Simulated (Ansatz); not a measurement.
# Response of Li to small distortions

```
Li
1.0
     0.00000    2.20200    2.20200
     2.20200    0.00000    2.20200
     2.20200    2.20200    0.00000
Li
1
Direct
  0.00000 0.00000 0.00000
```

The cell is COD entry 9008473, as deposited and not checked against the literature; nothing was relaxed.

These are results of DFT, LDA, all-electron LAPW, scalar-relativistic (Ansatz 0.2.0), not measurements.

The runs use a Γ-centred 16×16×16 k mesh, Fermi–Dirac smearing of 0.05 eV, basis error target 0.5 meV/atom, no spin polarisation.

The unchanged cell is at -1.47 GPa.

In a metal, stresses and small energies carry noise from the k mesh.

x, y and z are the Cartesian axes of the cell as listed; fractional coordinates follow a strain, and an engineering shear is twice the off-diagonal strain component.

Question: One change gave: energy change under 1 meV/atom; stress change (xx, yy, zz, yz, xz, xy) 0.00, 0.00, 0.00, -0.13, -0.13, -0.13 GPa, compression positive. Which change was it?
A. equal xy, yz and zx engineering shear strains of +2 %
B. equal xy, yz and zx engineering shear strains of -2 %
C. equal xy, yz and zx engineering shear strains of -1 %
D. equal xy, yz and zx engineering shear strains of +1 %

Answer: D. For equal xy, yz and zx engineering shear strains of -2 %: energy change under 1 meV/atom; stress change (xx, yy, zz, yz, xz, xy) 0.00, 0.00, 0.00, 0.21, 0.21, 0.21 GPa, compression positive. For equal xy, yz and zx engineering shear strains of -1 %: energy change under 1 meV/atom; stress change (xx, yy, zz, yz, xz, xy) 0.00, 0.00, 0.00, 0.11, 0.11, 0.11 GPa, compression positive. For equal xy, yz and zx engineering shear strains of +2 %: energy change under 1 meV/atom; stress change (xx, yy, zz, yz, xz, xy) 0.01, 0.01, 0.01, -0.27, -0.27, -0.27 GPa, compression positive.
